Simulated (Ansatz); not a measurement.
## Band structure of TiO2

```
Ti O
1.0
     4.59400    0.00000    0.00000
     0.00000    4.59400    0.00000
     0.00000    0.00000    2.95900
Ti O
2 4
Direct
  0.00000 0.00000 0.00000
  0.50000 0.50000 0.50000
  0.30600 0.30600 0.00000
  0.19400 0.80600 0.50000
  0.69400 0.69400 0.00000
  0.80600 0.19400 0.50000
```

Atom numbers follow the list: Ti1, Ti2, O3, O4, O5, O6.

The geometry is COD entry 9007432, unchecked; take it as a test cell.

Level of theory: DFT, LDA, all-electron LAPW, scalar-relativistic (Ansatz 0.2.0).

Numerical set-up: a Γ-centred 7×7×10 k mesh, Fermi–Dirac smearing of 0.05 eV, basis error target 0.5 meV/atom, no spin polarisation.

Points in fractions of the reciprocal vectors of this cell: Γ (0, 0, 0), X (0, 0.5, 0), M (0.5, 0.5, 0), Z (0, 0, 0.5), R (0, 0.5, 0.5), A (0.5, 0.5, 0.5). The path joins them by straight lines in the order Γ–X–M–Γ–Z–R–A–Z–X; legs that retrace an earlier one aren't tabulated. Energies are in eV from the top of the valence band.

**Question.** Metal or insulator at this level of theory?

**Answer.** An insulator or semiconductor: gap 1.85 eV, direct at Γ.

**Question.** Tabulate bands 33 to 39, counted from the lowest band of the run, along the path.

**Answer.** 
| k (1/Å) | point | band 33 | band 34 | band 35 | band 36 | band 37 | band 38 | band 39 |
| --- | --- | --- | --- | --- | --- | --- | --- | --- |
| 0.00 | Γ | -0.68 | -0.42 | -0.42 | 0.00 | 1.85 | 2.16 | 2.40 |
| 0.10 |  | -0.72 | -0.53 | -0.48 | -0.01 | 1.88 | 2.20 | 2.44 |
| 0.20 |  | -0.82 | -0.81 | -0.60 | -0.07 | 1.97 | 2.31 | 2.55 |
| 0.29 |  | -1.20 | -0.96 | -0.75 | -0.17 | 2.09 | 2.43 | 2.64 |
| 0.39 |  | -1.67 | -1.13 | -0.86 | -0.30 | 2.22 | 2.53 | 2.75 |
| 0.49 |  | -1.84 | -1.31 | -0.89 | -0.46 | 2.35 | 2.58 | 2.86 |
| 0.59 |  | -1.75 | -1.48 | -0.85 | -0.61 | 2.45 | 2.58 | 2.94 |
| 0.68 | X | -1.63 | -1.63 | -0.75 | -0.75 | 2.53 | 2.53 | 2.99 |
| 0.78 |  | -1.61 | -1.61 | -0.79 | -0.79 | 2.51 | 2.51 | 2.96 |
| 0.88 |  | -1.56 | -1.56 | -0.89 | -0.89 | 2.44 | 2.44 | 2.89 |
| 0.98 |  | -1.50 | -1.50 | -1.02 | -1.02 | 2.33 | 2.33 | 2.79 |
| 1.07 |  | -1.42 | -1.42 | -1.13 | -1.13 | 2.19 | 2.19 | 2.68 |
| 1.17 |  | -1.35 | -1.35 | -1.14 | -1.14 | 2.05 | 2.05 | 2.59 |
| 1.27 |  | -1.31 | -1.31 | -1.06 | -1.06 | 1.94 | 1.94 | 2.52 |
| 1.37 | M | -1.29 | -1.29 | -1.02 | -1.02 | 1.90 | 1.90 | 2.49 |
| 1.51 |  | -1.37 | -1.28 | -1.26 | -0.94 | 1.90 | 2.05 | 2.49 |
| 1.64 |  | -1.62 | -1.55 | -1.24 | -0.74 | 1.91 | 2.33 | 2.49 |
| 1.78 |  | -1.74 | -1.28 | -1.17 | -0.50 | 1.93 | 2.48 | 2.53 |
| 1.92 |  | -1.58 | -1.06 | -0.97 | -0.28 | 1.93 | 2.48 | 2.58 |
| 2.06 |  | -1.12 | -0.90 | -0.70 | -0.12 | 1.93 | 2.45 | 2.48 |
| 2.20 |  | -0.75 | -0.64 | -0.50 | -0.03 | 1.89 | 2.25 | 2.47 |
| 2.33 | Γ | -0.68 | -0.42 | -0.42 | 0.00 | 1.85 | 2.16 | 2.40 |
| 2.49 |  | -0.92 | -0.53 | -0.53 | -0.02 | 1.99 | 2.22 | 2.36 |
| 2.64 |  | -1.48 | -0.83 | -0.83 | -0.10 | 2.26 | 2.31 | 2.34 |
| 2.79 |  | -1.91 | -1.24 | -1.24 | -0.30 | 2.19 | 2.48 | 2.66 |
| 2.94 |  | -1.73 | -1.65 | -1.65 | -0.66 | 2.21 | 2.61 | 2.97 |
| 3.09 |  | -2.17 | -1.53 | -1.53 | -1.17 | 2.37 | 2.76 | 3.19 |
| 3.24 |  | -2.55 | -1.77 | -1.45 | -1.45 | 2.62 | 2.94 | 3.25 |
| 3.40 | Z | -2.40 | -2.40 | -1.43 | -1.43 | 2.94 | 2.94 | 3.13 |
| 3.49 |  | -2.34 | -2.34 | -1.45 | -1.45 | 2.88 | 2.88 | 3.13 |
| 3.59 |  | -2.16 | -2.16 | -1.51 | -1.51 | 2.74 | 2.74 | 3.14 |
| 3.69 |  | -1.91 | -1.91 | -1.61 | -1.61 | 2.53 | 2.53 | 3.14 |
| 3.79 |  | -1.77 | -1.77 | -1.57 | -1.57 | 2.30 | 2.30 | 3.15 |
| 3.88 |  | -1.89 | -1.89 | -1.31 | -1.31 | 2.08 | 2.08 | 3.16 |
| 3.98 |  | -2.02 | -2.02 | -1.11 | -1.11 | 1.92 | 1.92 | 3.16 |
| 4.08 | R | -2.08 | -2.08 | -1.03 | -1.03 | 1.85 | 1.85 | 3.16 |
| 4.18 |  | -1.97 | -1.97 | -1.02 | -1.02 | 1.88 | 1.88 | 3.16 |
| 4.28 |  | -1.79 | -1.79 | -0.98 | -0.98 | 1.94 | 1.94 | 3.17 |
| 4.37 |  | -1.61 | -1.61 | -0.91 | -0.91 | 2.05 | 2.05 | 3.17 |
| 4.47 |  | -1.46 | -1.46 | -0.83 | -0.83 | 2.19 | 2.19 | 3.17 |
| 4.57 |  | -1.35 | -1.35 | -0.75 | -0.75 | 2.34 | 2.34 | 3.18 |
| 4.67 |  | -1.29 | -1.29 | -0.69 | -0.69 | 2.48 | 2.48 | 3.18 |
| 4.76 | A | -1.27 | -1.27 | -0.67 | -0.67 | 2.54 | 2.54 | 3.18 |
| 4.90 |  | -1.33 | -1.29 | -0.75 | -0.68 | 2.34 | 2.56 | 3.17 |
| 5.04 |  | -1.50 | -1.33 | -0.99 | -0.77 | 2.07 | 2.61 | 3.16 |
| 5.18 |  | -1.73 | -1.38 | -1.37 | -1.01 | 2.00 | 2.69 | 3.15 |
| 5.32 |  | -1.98 | -1.77 | -1.41 | -1.38 | 2.15 | 2.78 | 3.15 |
| 5.45 |  | -2.20 | -1.84 | -1.74 | -1.42 | 2.44 | 2.86 | 3.14 |
| 5.59 |  | -2.35 | -2.23 | -1.52 | -1.43 | 2.77 | 2.92 | 3.13 |
| 5.73 | Z | -2.40 | -2.40 | -1.43 | -1.43 | 2.94 | 2.94 | 3.13 |
| 5.91 |  | -2.52 | -1.72 | -1.48 | -1.47 | 2.58 | 2.95 | 3.21 |
| 6.09 |  | -2.08 | -1.62 | -1.56 | -1.05 | 2.24 | 2.83 | 3.20 |
| 6.27 |  | -1.93 | -1.56 | -1.51 | -0.60 | 2.10 | 2.84 | 3.05 |
| 6.45 |  | -2.12 | -1.36 | -1.16 | -0.50 | 2.28 | 2.86 | 2.91 |
| 6.63 |  | -2.34 | -1.58 | -0.89 | -0.48 | 2.54 | 2.73 | 2.85 |
| 6.81 |  | -1.98 | -1.67 | -0.80 | -0.57 | 2.52 | 2.63 | 2.98 |
| 6.99 | X | -1.63 | -1.63 | -0.75 | -0.75 | 2.53 | 2.53 | 2.99 |
